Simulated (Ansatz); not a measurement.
Space group P6_3/mmc (No. 194). a = 2.501 Å, b = 2.501 Å, c = 6.872 Å, α = 90.00°, β = 90.00°, γ = 120.00°
| atom | site | symmetry | x | y | z |
| --- | --- | --- | --- | --- | --- |
| B | 2c | -6m2 | 0.3333 | 0.6667 | 0.2500 |
| N | 2d | -6m2 | 0.3333 | 0.6667 | 0.7500 |

Equation of state of this BN structure (not necessarily the ground state), with shape and atoms relaxed at each volume where symmetry leaves them free. The calculation used DFT r2SCAN, scalar-relativistic, plane waves, PAW in Ansatz 0.2.0.

Plane waves to 500 eV, a k mesh through Γ of 12×12×4 on the computed 4-atom cell and Gaussian smearing (0.02 eV); no spin polarisation.

```tsv
V (Å³/atom)	E − E(largest V) (meV/atom)	P (GPa)	gap on mesh (eV)
8.748	1.45	1.87	4.80
9.027	-0.79	0.79	4.85
9.306	-1.46	0.00	4.89
9.585	-1.07	-0.45	4.93
9.864	0.00	-0.75	4.97
```

Problem. Fit a third-order Birch–Murnaghan equation to E(V).

Solution. V0 = 9.32 Å³/atom, B0 = 20 GPa, B0' = 13.0. B0' is unusual or poorly fixed by this range.

The cell holds layers, and where no dispersion correction was added their binding is poorly described.

Cost: 5 runs of about 1.4 core-minutes in all, on Arm Neoverse V1 (shared hosts).